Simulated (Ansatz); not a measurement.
## A plane-wave run on RuBr2

input.yaml (Ansatz 0.2.0)

```yaml
crystal:
  lattice:
    - [3.974284, 0.0, 0.0]
    - [-1.987142, 3.441832, 0.0]
    - [0.0, -2.294551, 6.329788]
  atoms:
    - { symbol: Ru, position: [0.0, 0.0, 0.0] }
    - { symbol: Br, position: [0.25, 0.5, 0.75] }
    - { symbol: Br, position: [0.75, 0.5, 0.25] }
  symmetry: { tolerance: 0.0003 }
kpoints:
  mp_grid: { grid: [10, 10, 10], shift: [0, 0, 0] }
  band_path:
    path:
      - [0.0, 0.0, 0.0]
      - [0.0, 0.0, 0.5]
      - [0.62286435, -0.31143217, 0.5]
      - [0.68856783, -0.37713565, 0.18856783]
      - [0.5, 0.0, 0.0]
      - [0.0, 0.0, 0.0]
      - [0.68856783, -0.34428391, 0.0]
      - [0.65571609, -0.34428391, 0.34428391]
      - [0.5, -0.5, 0.5]
      - [0.0, 0.0, 0.0]
    npoints: 6
magnetization:
  spin_polarized: false
scf:
  occupations: { method: fermi_dirac }
  lower_state_search: "off"
  max_iter: 200
hamiltonian:
  pseudopotentials: { kind: paw }
  xc: pbe
basis:
  ecutwfc: 420
  fft_grid_basis: typed
output:
  forces: true
  stress: true
  eigenvalues: true
  bader: true
  populations: true
  elf: true
  write_potential: true
  volumetric_format: npy
  dos:
    e_range: [-12, 8]
    de: 0.05
    projected: { site_lists: { Br: [Br], Ru: [Ru] } }
checkpoint:
  read: saved_state
```

The saved state is an earlier solution for the same cell, perhaps on another mesh. 

Parts of the output:

```
Free energy (F): -11444.3441 eV
Harris-Foulkes:  -11444.3441 eV  (|F-HF|=4.84e-9)
Internal energy: -11444.2976 eV  (E = F + TS)
E sigma→0 (E₀):  -11444.3209 eV
Entropy (-TS):   -0.0465 eV (-15.487 meV/atom)
Fermi energy:    6.0148 eV
--- Per-component energies (eV) ---
  E_band       = -330.6887
  E_kinetic    = 772.1531
  E_local      = -3251.6615  (includes V_loc(G=0)·N_el)
  E_nonlocal   = 487.7786
  E_hartree    = 1172.9084
  E_xc         = -712.3491
  E_vxc        = -436.8424  (∫ρ·V_xc dr)
  E_paw        = -7956.3674  (= ΣΔE_a)
  E_vpaw       = -247.9330  (= ΣTr[D̂ρ^β])
  E_aug_tail   = -0.0002  (compensation charges beyond the density's cutoff)
  E_ewald      = -1956.7595
  E_smearing   = -0.0465  (= −TS)
--- Forces (eV/Å), atoms counted from 1 ---
  atom   1  Ru     0.0000     0.0000     0.0000
  atom   2  Br     0.0000     0.0000     1.9721
  atom   3  Br     0.0000     0.0000    -1.9721
--- Stress (GPa, compression-positive) ---
       -9.7146       0.0000       0.0000
        0.0000      -9.7146       0.0000
        0.0000       0.0000     -10.5191
  P = ⅓ Tr σ = -9.9828 GPa (-99.828 kbar)
--- Bader charges: 3 sites ---
  site symbol  charge [e]  shift [e]
     0     Ru      0.6527     0.0012
     1     Br     -0.3263     0.0006
     2     Br     -0.3263     0.0006
```

Total energies depend on the potentials used, so only differences within one code and one set of settings carry meaning.

Origin: a known structure type with other elements, at an estimated volume, so it need not be a known compound. Caveats: atoms or cell far from equilibrium.
